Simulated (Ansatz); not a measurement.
Property card for TaGe$_{2}$

TaGe₂:
```
TaGe2
1.0
    4.94156     0.00000     0.00000
   -2.47078     4.27952     0.00000
    0.00000     0.00000     6.73222
Ge Ta
6 3
Direct
  0.16418   0.32837   0.50000
  0.83582   0.16418   0.83333
  0.67163   0.83582   0.16667
  0.83582   0.67163   0.50000
  0.16418   0.83582   0.83333
  0.32837   0.16418   0.16667
  0.50000   0.00000   0.50000
  0.50000   0.50000   0.83333
  0.00000   0.50000   0.16667
```

Space group P6_222 (No. 180); conventional cell a = 4.942 Å, b = 4.942 Å, c = 6.732 Å, α = 90.00°, β = 90.00°, γ = 120.00°.

Method: PBEsol (plane waves, PAW; program Ansatz). Geometry: relaxed at this level of theory. Other levels are named where they apply.

### Cell and energy

```json
{
  "volume_per_atom": "15.82 Å³",
  "density": "11.41 g/cm³",
  "Formation energy from the elements (no fitted shifts)": "-0.32 eV/atom"
}
```

### Electronic structure

```json
{
  "electronic_character": "metallic (no gap)",
  "Density of states at the Fermi level": "0.43 states/eV per atom (mean over ±0.08 eV)"
}
```

### Mechanics

```json
{
 "Bulk modulus (Birch–Murnaghan fit)": "163 GPa",
 "Pressure derivative B′": "4.6",
 "Elastic constants (relaxed ions, GPa)": "C11 = 303, C12 = 76.0, C13 = 82.3, C33 = 413, C44 = 108",
 "mechanical_stability": "stable (all eigenvalues of C positive)",
 "hill_bulk_and_shear_moduli": "165 and 117 GPa",
 "Young's modulus": "283 GPa",
 "Poisson's ratio": "0.21",
 "debye_temperature_from_the_elastic_constants": "419 K"
}
```

The workflow started from an entry of the Crystallography Open Database (COD). Whether it is the stable phase at ambient conditions was not checked. The cell was relaxed with PBEsol under the symmetry of its start; its stability against distortions is not shown here. No spin polarisation was allowed. As this level gives no gap, shear constants depend on the k-mesh and smearing (Fermi–Dirac, 0.1 eV here). The references are the lowest solids computed at this level, not always the standard phases. Scalar-relativistic: spin–orbit coupling is off unless named, which matters more the heavier the elements.

Potentials: the later of the program's two PAW sets.
